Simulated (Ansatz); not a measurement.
CuAu (CuAu type, space group P4/mmm)

```xyz
2
Lattice="2.8815 0.0000 0.0000 0.0000 2.8815 0.0000 0.0000 0.0000 3.6148" Properties=species:S:1:pos:R:3 pbc="T T T"
Cu     1.4408     1.4408     1.8074
Au     0.0000     0.0000     0.0000
```

The slice is a (0 -1 1) plane (indices of the conventional cell) through the point (0.000, 0.000, 0.000) (fractional), spanned by u = [100] and v = [011] in vectors of this cell: u (2.88 Å) and v (4.62 Å, at 90° to u). It covers one period; positions are fractions (u, v).

Level of theory: PBE (plane waves to 420 eV, PAW, scalar-relativistic; Ansatz, a program for electronic structure). k mesh 16×16×13. These are valence fields of a PAW run, semicore shells included where kept as valence: close to a nucleus they are smooth pseudo fields. CuAu is run without spin polarisation. CuAu was relaxed with its symmetry unable to fall. Spin-orbit coupling is left out, though Au is heavy.

### Question
What is the ELF at the density minimum of the shortest Cu–Au line in this plane (2.72 Å)?

### Answer
0.2.

### Question
What is the valence density on the shortest Cu–Au line in this plane (2.72 Å), at its minimum between the atoms?

### Answer
0.27 e/Å³.

### Question
Sketch the electron localisation function (ELF) on this plane as a map.

### Answer
```
|xxxx997744221122447799xx|
|xx9988663322112233668899|
|888866442222112222446688|
|555544332211111122334455|
|332222221100000011222222|
|222211000000000000001122|
|111100000011111100000011|
|110000001144xx4411000000|
|1100001144xxxxxx44110000|
|00000011xxxxxxxxxx110000|
|1100001144xxxxxx44110000|
|110000001144xx4411000000|
|111100000011111100000011|
|222211000000000000001122|
|332222221100000011222222|
|555544332211111122334455|
|888866442222112222446688|
|xx9988663322112233668899|
|xxxx997744221122447799xx|
|xxxxxx88442211224488xxxx|
```
Scale: ten equal steps from 0.14 (start of '0') to 0.58 (end of '9'), in the order '0123456789'. Values: electron localisation function (ELF). The map has 12 points along u (two characters each, u = 0 at the left) and 20 along v (v = 0 in the bottom row). Points within 0.5 Å of a nucleus are blanked (x), as the pseudised field means little there.
